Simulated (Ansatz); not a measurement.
HfN: energy along a strain

HfN, Fm-3m, a = 4.518 Å (as given, not relaxed at this level: -3.0 GPa). Ansatz: PBEsol, PAW, 420 eV, Γ-centred 18×18×18 mesh on 2 atoms, Gaussian smearing 0.15 eV; no spin polarisation. Cell vectors (Å): 0.000 2.259 2.259; 2.259 0.000 2.259; 2.259 2.259 0.000. The cell is strained by x per cent times the pattern (1 -1 0 0 0 0) in the order xx yy zz yz xz xy (engineering shears), with fractional coordinates held. y is the free energy over the start, V0 = 11.528 Å³/atom. Symmetry makes y even in x.

```
x (%) y (meV/atom)
-2.00             ?
-1.00          3.41
 0.00          0.00
 0.25          0.22
 0.50          0.86
 0.75          1.92
 1.25          5.34
 1.50          7.72
 1.75         10.54
```

Question: Fit y = c2 x² + c4 x⁴ to the other rows, get the stiffness along the pattern, and predict the missing energy.

Answer: Least squares on the rows shown. y = 3.399 x² + 0.01394 x⁴. The clamped-ion stiffness p·C·p = 2 × 33.99 eV × 160.2 / 11.528 Å³ = 945 GPa (second derivative at the start, which stands under stress). At x = -2.00 the fit asked for gives 13.82 meV/atom. The run gave 13.81 meV/atom, so the fit is 0.01 meV/atom too high, within twice the rms miss on the fitted rows (0.005 meV/atom).

The cell has an odd number of electrons and ran without spin polarisation, so a magnetic or disproportionated state may lie lower. Spin–orbit coupling is left out, which can shift energies with elements as heavy as these.